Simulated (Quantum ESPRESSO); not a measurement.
## Ga3InP4 (convergence and cost over cutoff and k mesh)

Computed values, not a measurement. The program is pw.x of Quantum ESPRESSO 7.5 (plane-wave density functional theory). The cell is made up: 8 atoms on a zincblende/diamond lattice, with randomly drawn elements, strain and displacements, not relaxed. PseudoDojo standard norm-conserving files (v0.5 for PBE, v0.4.1 for LDA and PBEsol) set the functional; there is no spin polarisation, spin-orbit coupling or dispersion term, and the masses in the input are unused placeholders.

Input of the run in row 4:

```
&control calculation='scf', pseudo_dir='./dojo.nc.sr.pbe.v0_5.standard.upf', outdir='./o', disk_io='medium', tprnfor=.true., tstress=.true. /
&system ibrav=0, nat=8, ntyp=3, nbnd=42, ecutwfc=79.96652505, nosym=.true., tot_charge=0,
 occupations='smearing', smearing='fd', degauss=0.0018374661
/
&electrons conv_thr=7.350e-09, electron_maxstep=60, /
ATOMIC_SPECIES
Ga 1.0 Ga.upf
In 1.0 In.upf
P 1.0 P.upf
CELL_PARAMETERS angstrom
5.3978 -0.0238 0.0319
-0.0238 5.5726 -0.002
0.0319 -0.002 5.5547
ATOMIC_POSITIONS angstrom
Ga -0.041 0.0594 0.0063
Ga -0.0587 2.75 2.8279
In 2.7405 0.0268 2.8886
Ga 2.6921 2.7621 -0.0504
P 1.4824 1.3904 1.3921
P 1.3206 4.1131 4.1418
P 4.0387 1.3839 4.2423
P 3.9925 4.072 1.394
K_POINTS automatic
4 4 4 1 1 1
```

The same cell was run at these settings. Meshes are shifted by half a step, and differences are from the last row, which is itself not exact.

| cutoff (eV) | k mesh | k points solved | threshold (eV) | free energy less the last row's (eV) | pressure (GPa) | largest stress difference (GPa) | largest force difference (eV/Å) | iterations | wall time (s) | k-point pools | processor |
| --- | --- | --- | --- | --- | --- | --- | --- | --- | --- | --- | --- |
| 762 | 2 x 2 x 2 | 4 | 1e-04 | 5.540 | -36.20 | 42.73 | 0.035 | 7 | 53 | 1 | AMD EPYC, Zen 5 class |
| 1088 | 2 x 2 x 2 | 4 | 1e-07 | 0.499 | 6.68 | 0.33 | 0.026 | 10 | 76 | 1 | AMD EPYC, Zen 5 class |
| 795 | 4 x 4 x 4 | 32 | 1e-07 | 2.813 | -20.22 | 26.64 | 0.004 | 10 | 279 | 1 | AMD EPYC, Zen 5 class |
| 1088 | 4 x 4 x 4 | 32 | 1e-07 | 0.009 | 6.33 | 0.02 | 0.001 | 10 | 487 | 1 | AMD EPYC, Zen 5 class |
| 1377 | 6 x 6 x 6 | 108 | 1e-07 | 0.000 | 6.35 | 0.00 | 0.000 | 10 | 1832 | 1 | AMD EPYC, Zen 5 class |

Each pool is one process. Wall times include start-up and a band step at six k points, which weighs most on the coarsest meshes. The runs were on shared virtual cores whose load varied, so times are rough.